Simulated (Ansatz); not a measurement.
BN:
```cif
data_B4N4
_chemical_formula_sum 'B4 N4'
_space_group_name_H-M_alt 'P63/mmc'
_space_group_IT_number 194
_space_group_name_Hall '-P 6c 2c'
_cell_length_a 2.50607
_cell_length_b 2.50607
_cell_length_c 13.76567
_cell_angle_alpha 90.000
_cell_angle_beta 90.000
_cell_angle_gamma 120.000
loop_
_atom_site_label
_atom_site_type_symbol
_atom_site_symmetry_multiplicity
_atom_site_Wyckoff_symbol
_atom_site_fract_x
_atom_site_fract_y
_atom_site_fract_z
_atom_site_occupancy
B1 B 4 f 0.33333 0.66667 0.12031 1
N1 N 4 f 0.66667 0.33333 0.12040 1
```

Relaxed at zero pressure with DFT-PBE+D3(BJ) in the program Ansatz with PAW potentials.

Q: The volume is raised by 3 % and shape and atoms relax at that volume. What pressure results, and how do the axes share the change?

A: -0.6 GPa; a 0.1 %, b 0.1 %, c 2.9 %; the energy rises by 1 meV/atom.

Q: Give the new structure.

A: 
Space group P6₃/mmc (No. 194); a = b = 2.5079 Å, c = 14.1580 Å, α = β = 90.00°, γ = 120.00°

```csv
atom,site,symmetry,x,y,z
B,4f,3m.,0.3333,0.6667,0.1201
N,4f,3m.,0.6667,0.3333,0.1201
```

The phase is kept; no other phase was compared at this pressure.

Space group P6_3/mmc. A made-up cell: these elements were put on the sites of a structure type. Its sites differ from those of the usual phase in this space group: another stacking or structure type. Symmetry was held in the PBE+D3(BJ) relaxation; phonons on a q-mesh show weakly imaginary modes. The volume moved by 57 % from the start of the relaxation.

Potentials: the later of the program's two PAW sets.
